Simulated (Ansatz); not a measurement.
SnSb (rock salt)

```yaml
crystal:
  lattice:
    - [0.00000, 3.01957, 3.01957]
    - [3.01957, 0.00000, 3.01957]
    - [3.01957, 3.01957, 0.00000]
  atoms:
    - { symbol: Sn, position: [0.50000, 0.50000, 0.50000] }
    - { symbol: Sb, position: [0.00000, 0.00000, 0.00000] }
```

The slice is a {111} plane (indices of the conventional cell) through the point (0.000, 0.000, 0.000) (fractional), spanned by u = [100] and v = [-1 2 0] in vectors of this cell: u (4.27 Å) and v (7.40 Å, at 90° to u). It covers one period; positions are fractions (u, v).

Calculation: LDA (plane waves to 420 eV, PAW, scalar-relativistic; Ansatz, a first-principles code). k mesh 13×13×13. These are valence fields of a PAW run, semicore shells included where kept as valence: close to a nucleus they are smooth pseudo fields. SnSb was relaxed with its symmetry unable to fall. Spin-orbit coupling is left out, though Sb is heavy.

**Question.** Sketch the electron localisation function (ELF) on this plane as a map.

**Answer.** 
```
|xxxx005577999944111111449999775500xx|
|xx0033667799884422112244889977663300|
|334466778899773322112233779999776644|
|777777889988553322112233558899887777|
|889999998855332222112222335588999999|
|999988664422111111111111112244778899|
|666655332211111122222211111122335566|
|333322111111112233333322111111112233|
|222211111122335566666655332211111122|
|111111112244668899999988774422111111|
|112222335588999999889999998855332222|
|112233558899887777777777889988553322|
|112233779988776644334466779999773322|
|112244889977663300xx0033667799884422|
|1111449999775500xxxxxx00557799994411|
|00115599997744xxxxxxxxxx447799995511|
|1111449999775500xxxxxx00557799994411|
|112244889977663300xx0033667799884422|
|112233779999776644334466778899773322|
|112233558899887777777777889988553322|
|112222335588999999889999998855332222|
|111111112244778899999988664422111111|
|222211111122335566666655332211111122|
|333322111111112233333322111111112233|
|666655332211111122222211111122335566|
|999988774422111111111111112244668899|
|889999998855332222112222335588999999|
|777777889988553322112233558899887777|
|334466779999773322112233779988776644|
|xx0033667799884422112244889977663300|
|xxxx005577999944111111449999775500xx|
|xxxxxx44779999551100115599997744xxxx|
```
Scale: ten equal steps from 0.07 (start of '0') to 0.50 (end of '9'), in the order '0123456789'. Values: electron localisation function (ELF). The map has 18 points along u (two characters each, u = 0 at the left) and 32 along v (v = 0 in the bottom row). Points within 0.5 Å of a nucleus are blanked (x), as the pseudised field means little there.
